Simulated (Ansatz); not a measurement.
## What strain does to CsPbI₂Br (P4/mmm)

CsPbI₂Br (P4/mmm) from a database of computed structures, relaxed with r2SCAN in the plane-wave code Ansatz. Space group P4/mmm (No. 123), tetragonal; a = 6.365 Å, c = 5.924 Å in the conventional setting, 48.00 Å³ an atom. Cs is surrounded by 8 I at 4.35 Å; Pb is surrounded by 2 Br at 2.96 Å and 4 I at 3.18 Å; I is surrounded by 2 Pb at 3.18 Å and 4 Cs at 4.35 Å; Br is surrounded by 2 Pb at 2.96 Å.

The axes x, y and z are those of this cell:
```xyz
5
Lattice="6.3651 0.0000 0.0000 0.0000 6.3651 0.0000 0.0000 0.0000 5.9242" Properties=species:S:1:pos:R:3 pbc="T T T"
Cs    3.1826    3.1826    2.9621
Pb    0.0000    0.0000    0.0000
I     0.0000    3.1826    0.0000
I     3.1826    0.0000    0.0000
Br    0.0000    0.0000    2.9621
```

Unstrained: With r2SCAN the gap is 1.746 eV and direct, at A. HSE06 gives a direct gap of 2.014 eV at A. Meshes: r2SCAN 4×4×4, HSE06 2×2×4. Strains are changes of length per length, and xy shears are angles. After each strain the atoms were relaxed again with r2SCAN in this cell and within any symmetry left, so distortions that break it or need a larger cell weren't tested; points keep the names that they have in the unstrained zone. Calculated for a static, non-magnetic cell.

Changes of the least gap in eV (an overlap counts as a negative gap):
```tsv
strain	volume change (%)	space group	r2SCAN	HSE06	energy rise, r2SCAN (meV/atom)
biaxial +0.4 % in x and y, z held	+0.8	P4/mmm	+0.020	+0.020	0.2
xy shear, engineering strain (angle) -3.77 %	0.0	Cmmm	-0.043	-0.040	0.8
isotropic +5.56 % on every length	+17.6	P4/mmm	+0.419	+0.427	61.1
```

Biaxial +0.4 % in x and y, z held. HSE06: the gap goes from 2.014 to 2.034 eV (+0.020 eV). Stress change with r2SCAN, compression positive: xx -0.18, yy -0.18, zz -0.05 GPa.

Xy shear, engineering strain (angle) -3.77 %. HSE06: the gap goes from 2.014 to 1.974 eV (-0.040 eV). Stress change with r2SCAN, compression positive: xx 0.00, yy 0.00, zz 0.00, xy +0.15 GPa.

Isotropic +5.56 % on every length. HSE06: the gap goes from 2.014 to 2.441 eV (+0.427 eV). Stress change with r2SCAN, compression positive: xx -1.94, yy -1.94, zz -2.12 GPa. For HSE06, dE_g/d ln V = 2.6 eV over this step.

Spin-orbit coupling is left out; in compounds of Pb, Bi, Tl or Hg it can lower a gap by up to about 1 eV, split its edges or invert the bands.

The meshes of the hybrids are coarse, so their gaps aren't converged to the digits shown.
